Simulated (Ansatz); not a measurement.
The relaxed structure here is a generated cell of ZnCu2SnS4: the first start was made by a random draw of sites in a space group, and the end was not matched to a known phase here, so it may be hypothetical. Known forms of ZnCu2SnS4 include space group No. 82.

A structure of ZnCu2SnS4 relaxed with PBEsol (plane waves to 420 eV, PAW, scalar-relativistic; Ansatz, a program for electronic structure); single points at other levels follow on the same geometry (Ansatz, PAW; PBEsol+SOC at 420 eV on a 7×6×5 k-mesh; spin-orbit coupling only where +SOC is written). Space group P2 (No. 3).

ZnCu₂SnS₄ is modelled in the monoclinic space group P2 (No. 3), Pearson symbol mP8. Cell: a = 5.2150 Å, b = 5.7136 Å, c = 6.8830 Å, α = 90.00°, β = 105.71°, γ = 90.00°. Cu1 on 1a has 2 S at 2.127 Å (linear). Cu2 on 1c has 2 S at 2.130 Å (bent). S1 on 2e is coordinated by 1 S at 2.103 Å and 1 Zn at 2.320 Å and 1 Sn at 2.684 Å (trigonal pyramidal). S2 on 2e is surrounded by 2 Cu at 2.127–2.130 Å and 1 Zn at 2.350 Å and 1 Sn at 2.846 Å. Sn on 1d is surrounded by 2 S at 2.684 Å and 2 S at 2.846 Å. Zn on 1b has 4 S at 2.320–2.350 Å. (Neighbours: up to the widest gap in distance over summed covalent radii, below 1.35, at either atom; cation-cation and far metal-metal contacts left out.)

```json
[
 {"level": "PBEsol", "gap (eV)": "0.58", "kind": "indirect", "conduction minimum": "Γ"},
 {"level": "PBEsol+SOC", "gap (eV)": "___", "kind": "___", "conduction minimum": "___"}
]
```

Problem. Fill in the missing entries.

Solution. 
- PBEsol+SOC, gap (eV): 0.56
- PBEsol+SOC, kind: indirect
- PBEsol+SOC, conduction minimum: Γ

The shift from spin-orbit coupling is approximate. The relaxed cell holds bonded S–S pairs (2.10 Å). No spin polarisation in the result.

The run could not lose the symmetry of its start, so the end can be a saddle point.
